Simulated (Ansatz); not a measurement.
CdO (rock salt), conventional cell a = b = c = 4.768 Å, α = β = γ = 90.00°. The calculation uses the primitive cell of 2 atoms, to which meshes and values per cell refer.

The volume is varied about the relaxed value V₀ at fixed cell shape. Symmetry pins the atoms to their sites.

Calculation: PBE (plane waves to 420 eV, PAW, scalar-relativistic; Ansatz, a first-principles code). k mesh 13×13×13 (Γ-centred), Fermi-Dirac smearing 0.05 eV. The energy includes the smearing's −TS. Stress and pressure are positive under compression. CdO was relaxed with its symmetry unable to fall. The zero of ΔE is the relaxed starting cell.

```csv
a (Å),P (GPa),ΔE (meV/atom)
4.6032,17.1,…
4.6314,13.5,44
4.6593,10.2,27
4.6869,7.3,15
4.7141,4.6,6
4.7410,2.2,2
4.7677,0.0,0
4.7940,-2.0,1
4.8201,-3.8,6
4.8459,-5.5,12
4.8714,-7.0,21
4.8966,-8.3,32
4.9216,-9.5,44
```

Task: Complete the blanks.

Result: 
- 4.6032, ΔE (meV/atom): 65

(A scan under strain: stresses follow from slopes of the energy per volume, elastic moduli from its curvatures.)
